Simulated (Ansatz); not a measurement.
Input:

MgNi3C:
```yaml
crystal:
  lattice:
    - [3.77204, 0.00000, 0.00000]
    - [0.00000, 3.77204, 0.00000]
    - [0.00000, 0.00000, 3.77204]
  atoms:
    - { symbol: Mg, position: [0.00000, 0.00000, 0.00000] }
    - { symbol: Ni, position: [0.00000, 0.50000, 0.50000] }
    - { symbol: Ni, position: [0.50000, 0.00000, 0.50000] }
    - { symbol: Ni, position: [0.50000, 0.50000, 0.00000] }
    - { symbol: C, position: [0.50000, 0.50000, 0.50000] }
```

This is the PBEsol-relaxed structure.

**Question.** All from DFT-PBEsol in the program Ansatz with PAW potentials, unless another level is named. Give the electronic character.

**Answer.** metallic (no gap).

**Question.** Give the formation energy from the elements (no fitted shifts).

**Answer.** -0.16 eV/atom.

**Question.** Give the density of states at the Fermi level.

**Answer.** 1.4 states/eV per atom (mean over ±0.08 eV).

Space group Pm-3m (anti-perovskite). The workflow started from a Materials Project entry (that database holds measured and hypothetical structures alike); the Crystallography Open Database files this formula in space group No. 221, but the cells were not matched. Its standing as an ambient phase is unchecked. Symmetry was held in the PBEsol relaxation; of distortions, only those at the zone centre were tested. The workflow began spin-polarised and lost its moments. The references are the lowest solids computed at this level, not always the standard phases.

Potentials: the later of the program's two PAW sets.
